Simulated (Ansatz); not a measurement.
Computed with Ansatz 0.2.0, DFT PBE, scalar-relativistic, plane waves, PAW. Settings: cutoff 420 eV, Γ-centred meshes spaced at most about 0.3 Å⁻¹, and about 0.25 Å⁻¹ or finer for metals (2π included), Gaussian smearing. Collinear spin in cells that started with moments and kept them past the coarse steps, no spin elsewhere.

Temperature and zero-point effects are left out. All come from trial cells, and lower structures may exist.

Problem. Order these relaxed structures of CsZn₄Mo by energy, lowest first, with the energy over the lowest of them.
A.

```xyz
6
Lattice="6.2056 0.0000 0.0000 -3.1028 5.3742 0.0000 0.0000 0.0000 3.8932" Properties=species:S:1:pos:R:3 pbc="T T T"
Cs    0.0000    0.0000    0.0000
Zn    3.1028    1.7914    0.0000
Zn   -1.5491    2.6884    1.9466
Zn    1.5491    2.6884    1.9466
Zn    0.0000    5.3715    1.9466
Mo    0.0000    3.5828    0.0000
```

B.

```xyz
6
Lattice="4.3258 0.0000 0.0000 0.0000 4.3258 0.0000 0.0000 0.0000 8.8787" Properties=species:S:1:pos:R:3 pbc="T T T"
Cs    0.0000    0.0000    0.0000
Zn    2.1629    0.0000    5.8081
Zn    0.0000    2.1629    3.0706
Zn    2.1629    0.0000    3.0706
Zn    0.0000    2.1629    5.8081
Mo    2.1629    2.1629    4.4394
```

C.

```xyz
6
Lattice="5.1164 0.0000 0.0000 0.0000 5.1164 0.0000 0.0000 0.0000 7.4460" Properties=species:S:1:pos:R:3 pbc="T T T"
Cs    0.0000    0.0000    0.0000
Zn    2.5582    2.5582    6.1989
Zn    2.5582    2.5582    1.2471
Zn    2.5582    0.0000    3.7230
Zn    0.0000    2.5582    3.7230
Mo    2.5582    2.5582    3.7230
```

D.

```xyz
6
Lattice="4.6810 0.0000 0.0000 -2.3405 4.0538 0.0000 0.0000 0.0000 8.8346" Properties=species:S:1:pos:R:3 pbc="T T T"
Cs    0.0000    2.7026    4.4173
Zn    0.0000    2.7026    1.2495
Zn    0.0000    2.7026    7.5850
Zn    0.0000    0.0000    7.0842
Zn    0.0000    0.0000    1.7504
Mo    0.0000    0.0000    4.4173
```

Solution. B (0 meV/atom), A (12 meV/atom), C (219 meV/atom), D (850 meV/atom). Forms: B P4/mmm, no spin; A P-6m2, moments up to 0.7 μB; C P4/mmm, moments up to 1.2 μB; D P-6m2, moments up to 1.7 μB. Counting all near atoms (those within 1.25 times the shortest distance at each site; a plus sign parts nearer from farther groups; a slash parts the counts of unlike sites): B has Cs 8+4, Zn 3+4, Mo 8; A has Cs 20, Zn 6/4+4, Mo 6; C has Cs 8+8, Zn 2, Mo 6; D has Cs 3+2, Zn 4, Mo 5. Even the lowest lies +0.42 eV/atom against the elements.

For metals, differences of a few meV/atom aren't resolved. Another magnetic order may lie lower. Cells relaxed within their symmetry can be saddle points. Some structure types and database cells were kept out of the candidates from the start, so a known form may be missing.
